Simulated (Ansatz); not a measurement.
### Question
Name crystals whose computed values (r²SCAN in the plane-wave PAW code Ansatz) fall in these windows: gap (eV) 6.3 to 8.1; B₀ by P(V) fit (GPa) 130 to 180; HSE06 gap (eV) 6.6 to 9.3.

### Answer


| crystal | gap (eV) | B₀ by P(V) fit (GPa) | HSE06 gap (eV) |
|---|---|---|---|
| LuPO4, I4_1/amd (Lu on 4a, P on 4b, O on 16h) | 6.87 | 155 | 8.03 |
| YPO4, I4_1/amd (Y on 4a, P on 4b, O on 16h) | 6.59 | 142 | 7.83 |
Others may fit too.

Standing as an ambient phase not checked: LuPO4, I4_1/amd (Lu on 4a, P on 4b, O on 16h); YPO4, I4_1/amd (Y on 4a, P on 4b, O on 16h). All cells were relaxed under the symmetry of their starts (and spin orders); stability against distortions was not tested throughout. Rows with no word on spin ran without spin polarisation. Spin–orbit coupling is left out wherever it is not named.

Potentials: the later of the program's two PAW sets.
